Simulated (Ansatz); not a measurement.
input.yaml (Ansatz)

```yaml
crystal:
  lattice:
    - [-1.8821514369, 1.8821514369, 1.8821514369]
    - [1.8821514369, -1.8821514369, 1.8821514369]
    - [1.8821514369, 1.8821514369, -1.8821514369]
  atoms:
    - { symbol: In, position: [0.0, 0.0, 0.0] }
hamiltonian:
  xc: r2scan
  pseudopotentials:
    kind: paw
    azcp:
      In: "pseudopotentials/In.paw.azcp"
basis:
  ecutwfc: 500
  fft_grid_basis: typed
kpoints:
  mp_grid: { grid: [19, 19, 19], shift: [0, 0, 0] }
magnetization:
  spin_polarized: false
scf:
  occupations: { method: fermi_dirac, width: 0.1 }
```

Output

```
Engine: ansatz 0.2.0, x86_64-unknown-linux-gnu
Pseudopotentials: kind: paw
Pseudopotential: In, paw, valence charge 13, recommended cutoff 500 eV (meta_gga) 
Functional definition: r2SCAN
  parameter k0 = 0.174
  parameter k1 = 0.065
  parameter a1 = 4.9479
  exchange = r2scan_x(k0 = k0, k1 = k1, a1 = a1)
  correlation = r2scan_c
Crystal: 1 atoms, lattice volume = 26.670 Å³
Basis set: ecut = 500 eV, 675 PW (Γ), exchange–correlation on 96×96×96 points (64 copies of the dense FFT grid, shifted against one another)
Bands: 11, of which v1, the nominal top of the filled ones, is band 7 counted from 1 (6 counted from 0)
Symmetry: 48 space group operations
Space group: Im-3m (ITA 229), of the structure as read, at distance tolerance 3.0e-5 Å
k-points: 220 of 6859
Non-local potential: In, projectors of the file, l = 0: 2, l = 1: 2, l = 2: 2, l = 3: 2
PAW form: soft (Blöchl's): semilocal exchange-correlation on the pseudo side does not see the compensation charge
PAW frozen core: In, regenerated for the run's functional (the file was generated under x = pbe(κ = 0.804, μ = 0.2195149727645171), c = pbe(β = 0.06672455060314922))
PAW one-centre angular grid: In, 590 points (default); XC on 289 of its mesh's 2783 points in the sphere
Initial density: superposition of atomic densities (neutral atoms: chi_scale 0, normalization atom), corrected by the library's trained network
Initial wavefunctions: pseudopotential atomic-orbital guess
Functional: x = r2scan, c = r2scan; τ floored in thin density (d = 2e-4 eV/Å³)
SCF iter   1: F=—  HF=-5611.800469 eV  |F-HF|=—  |Δ(HF+E_count)|=         —  Δρ=7.55e-3  dr2=8.00e-3  dr2_τ=1.11e-3  ethr=1.77e-3  ⟨swp⟩=5.0  Hψ=14630  notcnv=0
SCF iter   2: F=—  HF=-5611.803383 eV  |F-HF|=—  |Δ(HF+E_count)|=   2.91e-3  Δρ=3.27e-3  dr2=1.49e-3  dr2_τ=7.98e-5  ethr=6.16e-5  ⟨swp⟩=3.0  Hψ=6523  notcnv=0  defer=52
SCF iter   3: F=—  HF=-5611.803274 eV  |F-HF|=—  |Δ(HF+E_count)|=   1.09e-4  Δρ=4.51e-4  dr2=2.48e-5  dr2_τ=1.41e-6  ethr=1.15e-5  ⟨swp⟩=2.6  Hψ=3727  notcnv=0  defer=52
SCF iter   4: F=—  HF=-5611.803292 eV  |F-HF|=—  |Δ(HF+E_count)|=   1.78e-5  Δρ=7.37e-5  dr2=8.43e-7  dr2_τ=1.44e-7  ethr=1.91e-7  ⟨swp⟩=2.8  Hψ=3749  notcnv=0  defer=52
SCF iter   5: F=—  HF=-5611.803294 eV  |F-HF|=—  |Δ(HF+E_count)|=   2.03e-6  Δρ=2.27e-5  dr2=1.00e-7  dr2_τ=1.12e-9  ethr=6.49e-9  ⟨swp⟩=3.0  Hψ=3885  notcnv=0  defer=52
SCF iter   6: F=-5611.803294 eV  HF=-5611.803294 eV  |F-HF|=1.14e-8  |Δ(HF+E_count)|=   3.53e-7  Δρ=4.70e-6  dr2=5.59e-9  dr2_τ=1.39e-10  ethr=7.69e-10  ⟨swp⟩=2.6  Hψ=4949  notcnv=0
SCF 1 converged in 6 iterations: F = -5611.803294 eV  dr2 = 5.59e-9
SCF converged after 6 iterations
Free energy (F): -5611.803294 eV
Harris-Foulkes:  -5611.803294 eV  (|F-HF|=1.14e-8)
Internal energy: -5611.788005 eV  (E = F + TS)
E sigma→0 (E₀):  -5611.795649 eV
Entropy (-TS):   -0.015289 eV (-15.289 meV/atom)
Fermi energy:    9.956737 eV
--- Per-component energies (eV) ---
  E_band       = -34.093884
  E_kinetic    = 241.034737
  E_local      = -1088.457784  (includes V_loc(G=0)·N_el)
  E_nonlocal   = 366.487823
  E_hartree    = 427.260065
  E_xc         = -201.521862
  E_vxc        = -107.629361  (∫ρ·V_xc dr)
  E_paw        = -4181.213827  (= ΣΔE_a)
  E_vpaw       = -307.709084  (= ΣTr[D̂ρ^β])
  E_aug_tail   = 0.000007  (compensation charges beyond the density's cutoff)
  E_vtau       = 7.660542  (kinetic-family band-sum trace: ∫τ·v_τ [+ j·A + Jᵃ·Aᵃ] dr)
  E_ewald      = -1176.342709
  E_core_change = 0.965546  (= ΣΔE_core)
  E_smearing   = -0.015289  (= −TS)
  E_closure    = -0.000000  (closes the sum)
  Σ components = -5611.803294   (vs F -5611.803294, Δ=0.00e0)
```

Launched by

```sh
ansatz run input.yaml --threads 1 --pin off --max-ram 3584MiB --backend cpu --events-out ev --progress --plain --runs-dir out
```

On 1 thread of Intel(R) Xeon(R) Platinum 8259CL CPU @ 2.50GHz (Skylake/Cascade Lake) (shared host) this took about 8.9 s of wall time and 8.8 s of CPU time.
